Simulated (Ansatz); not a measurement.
Hf:
```cif
data_Hf2
_chemical_formula_sum 'Hf2'
_space_group_name_H-M_alt 'P63/mmc'
_space_group_IT_number 194
_space_group_name_Hall '-P 6c 2c'
_cell_length_a 3.12077
_cell_length_b 3.12077
_cell_length_c 4.93879
_cell_angle_alpha 90.000
_cell_angle_beta 90.000
_cell_angle_gamma 120.000
loop_
_atom_site_label
_atom_site_type_symbol
_atom_site_symmetry_multiplicity
_atom_site_Wyckoff_symbol
_atom_site_fract_x
_atom_site_fract_y
_atom_site_fract_z
_atom_site_occupancy
Hf1 Hf 2 c 0.33333 0.66667 0.25000 1
```

Relaxed with LDA.

Problem. Decompose the optical modes at the zone centre into irreducible representations, and say which are infrared and Raman allowed.

Solution. Point group 6/mmm: Γ_opt = B1g + E2g. Infrared: none. Raman: E2g.

Problem. Assign frequencies (DFPT, DFT-LDA in the program Ansatz with PAW potentials).

Solution. E2g 70, B1g 118 cm⁻¹.

Subscripts of B labels follow the axes of the standard setting.

Space group P6_3/mmc (hcp (Mg type)). The cell was relaxed with LDA under the symmetry of its start; of distortions, only those at the zone centre were tested. The run is not spin-polarised. As this level gives no gap, phonon frequencies hold no LO–TO term and depend on the k-mesh and smearing (Fermi–Dirac, 0.1 eV here). Scalar-relativistic: spin–orbit coupling is off unless named, which matters more the heavier the elements.

Potentials: the earlier of the program's two PAW sets.
